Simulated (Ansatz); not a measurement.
**KZnF₃ (Pm-3m), an elastic constant from a strain scan**

Method: Ansatz 0.2.0, DFT r2SCAN, scalar-relativistic, plane waves, PAW. Settings: plane waves to 500 eV, k-mesh 6×6×6 (Γ-centred), Gaussian smearing 0.05 eV. No spin polarisation. Energies are free energies at this smearing, counted from the undisturbed cell; pressure is positive in compression.

The undisturbed cell (as given, not relaxed at this level; it stands at -0.2 GPa, and it needn't be the usual structure):

```
K Zn F
1.0
     4.05000    0.00000    0.00000
     0.00000    4.05000    0.00000
     0.00000    0.00000    4.05000
K Zn F
1 1 3
Direct
  0.00000 0.00000 0.00000
  0.50000 0.50000 0.50000
  0.50000 0.50000 0.00000
  0.00000 0.50000 0.50000
  0.50000 0.00000 0.50000
```

The cell is strained by ε times the Voigt pattern (0, 0, 0, 1, 0, 0) (xx, yy, zz, yz, xz, xy; engineering shear) with fractional coordinates fixed. The cell holds 5 atoms in V0 = 66.43 Å³. The stress column is τ = (1/V0) dE/dε, got from the stress tensor σ (compression positive) at each point as −det(1 + εP) σ : P(1 + εP)⁻¹, with P the pattern as a tensor.

```
      ε  ΔE (meV/atom)  τ (GPa)
-0.0175          0.463   -0.642
-0.0150          0.340   -0.550
-0.0125          0.233   -0.458
-0.0100          0.149   -0.366
-0.0075          0.082   -0.275
-0.0050          0.035   -0.183
-0.0025          0.008   -0.092
 0.0000          0.000    0.000
 0.0025          0.008    0.092
 0.0050          0.035    0.183
 0.0075          0.082    0.275
 0.0100          0.149    0.366
 0.0125          0.233    0.458
 0.0150          0.340    0.550
 0.0175          0.463    0.642
 0.0200              ?        ?
```

Which combination of elastic constants does this scan measure, and how large is it?

For small ε, τ = τ0 + Kε with K = pᵀCp, which for this pattern is C44 in the cubic axes. The parabola through τ at ε = -0.0025, 0 and 0.0025 has slope K = 37 GPa at zero. The energies per cell, E = NΔE, of the wider pair ε = ±0.0175 give K = 2[E(ε₊)/ε₊ − E(ε₋)/ε₋]/[(ε₊ − ε₋)V0] = 36 GPa, in agreement.

Predict the withheld row at ε = 0.0200 from the harmonic law, and compare.

ΔE = V0(τ0 ε + Kε²/2)/N = 0.607 meV/atom and τ = 0.73 GPa. The calculation gives 0.606 meV/atom and 0.73 GPa, a miss of 0.01 meV/atom at most, so the harmonic law still holds here.